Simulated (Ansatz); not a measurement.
Data:

SiC (6H type, space group P6_3mc)

```yaml
crystal:
  lattice:
    - [3.07868, 0.00000, 0.00000]
    - [-1.53934, 2.66622, 0.00000]
    - [0.00000, 0.00000, 15.10787]
  atoms:
    - { symbol: Si, position: [0.00000, 0.00000, 0.99982] }
    - { symbol: Si, position: [0.00000, 0.00000, 0.49982] }
    - { symbol: Si, position: [0.66667, 0.33333, 0.83308] }
    - { symbol: Si, position: [0.33333, 0.66667, 0.33308] }
    - { symbol: Si, position: [0.66667, 0.33333, 0.16660] }
    - { symbol: Si, position: [0.33333, 0.66667, 0.66660] }
    - { symbol: C, position: [0.00000, 0.00000, 0.87447] }
    - { symbol: C, position: [0.00000, 0.00000, 0.37447] }
    - { symbol: C, position: [0.66667, 0.33333, 0.70810] }
    - { symbol: C, position: [0.33333, 0.66667, 0.20810] }
    - { symbol: C, position: [0.66667, 0.33333, 0.04163] }
    - { symbol: C, position: [0.33333, 0.66667, 0.54163] }
```

Equation-of-state scan: isotropic scaling of the cell above, V₀ being its volume. The atoms relax within the cell's symmetry.

Level of theory: r2SCAN (plane waves to 500 eV, PAW, scalar-relativistic; Ansatz, a program for electronic structure). k mesh 10×10×2 (Γ-centred), Fermi-Dirac smearing 0.05 eV. The energy includes the smearing's −TS. Compression counts positive. With the shape held, the modulus is that of even scaling; a crystal free to change shape is softer. SiC was relaxed with its symmetry unable to fall. The PAW data are Ansatz's earlier set. The zero of ΔE is the relaxed starting cell.

The scan covers V/V₀ from 0.840 to 1.160 in 13 points.

Q: What is ΔE at V/V₀ = 1.160?

A: 147.1 meV/atom.

Q: What is ΔE at V/V₀ = 0.840?

A: 248.5 meV/atom.

Q: What pressure does the cell carry at V/V₀ = 0.840?

A: 55.3 GPa.

(A scan under strain: stresses follow from slopes of the energy per volume, elastic moduli from its curvatures.)
